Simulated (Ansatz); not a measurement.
**Field gradients at the nuclei in Bi2Te2Pb5S6**

The cell is a COD entry (perhaps calculated rather than measured) whose atoms were relaxed with PBE, the cell held.

Space group P-3m1 (No. 164); a = 4.2428, c = 27.3112 Å, γ = 120.00°.

```
site  Wyckoff  site symmetry       x       y       z
  Bi       2c            3m.  0.0000  0.0000  0.1219
  Te       2d            3m.  0.3333  0.6667  0.9441
 Pb5       2d            3m.  0.3333  0.6667  0.7513
 Pb7       2d            3m.  0.3333  0.6667  0.3744
 Pb9       1b           -3m.  0.0000  0.0000  0.5000
 S10       2d            3m.  0.3333  0.6667  0.1863
 S12       2c            3m.  0.0000  0.0000  0.3117
 S14       2d            3m.  0.3333  0.6667  0.5628
```

One atom of each set is listed.

The numbers come from a DFT calculation in Ansatz (PBE, plane waves and PAW, scalar-relativistic, 420 eV cutoff, Γ-centred 8×8×1 k-points, Fermi–Dirac smearing 0.02 eV).

Conventions: |V_zz| ≥ |V_yy| ≥ |V_xx|, η = (V_xx − V_yy)/V_zz, C_Q = eQV_zz/h.

²⁰⁹Bi: I = 9/2, Q = -516.0 mb; S-33: I = 3/2, Q = -69.40 mb. Q values from Pyykkö, Mol. Phys. 116, 1328 (2018).

Task: Which values are expected at the nuclei?

Result: 

```
site  atoms                     first shell  V_xx, V_yy, V_zz (10²¹ V/m²)     η  C_Q (MHz)
  Bi      2   3 S at 3.02 Å, 3 Te at 3.04 Å             0.27, 0.27, -0.54  0.00       6.79
  Te      2                  3 Bi at 3.04 Å            -0.82, -0.82, 1.63  0.00          –
 Pb5      2              6 S at 2.98–2.99 Å            -0.17, -0.17, 0.34  0.00          –
 Pb7      2                   6 S at 2.99 Å            -0.12, -0.12, 0.23  0.00          –
 Pb9      1                   6 S at 2.99 Å            -0.11, -0.11, 0.22  0.00          –
 S10      2  3 Pb at 2.98 Å, 3 Bi at 3.02 Å            -0.15, -0.15, 0.31  0.00     -0.514
 S12      2                  6 Pb at 2.99 Å           0.073, 0.073, -0.15  0.00      0.245
 S14      2                  6 Pb at 2.99 Å           0.085, 0.085, -0.17  0.00      0.287
```

An axis of threefold or higher order runs through Bi, Te, Pb5, Pb7, Pb9 and S10 and others, so V_zz lies along it and η is zero.

Te, Pb have no stable isotope with a ground-state quadrupole moment in the table, so no C_Q is given.

Spin–orbit coupling is left out, which shifts gradients on Bi and Pb by a few per cent in wide-gap crystals, and can shift them far more where the calculated gap is small or absent, as here. With a gap of 0.8 eV on this mesh, small gradients can still move by 0.1 × 10²¹ V/m² or more as the k-mesh gets denser.
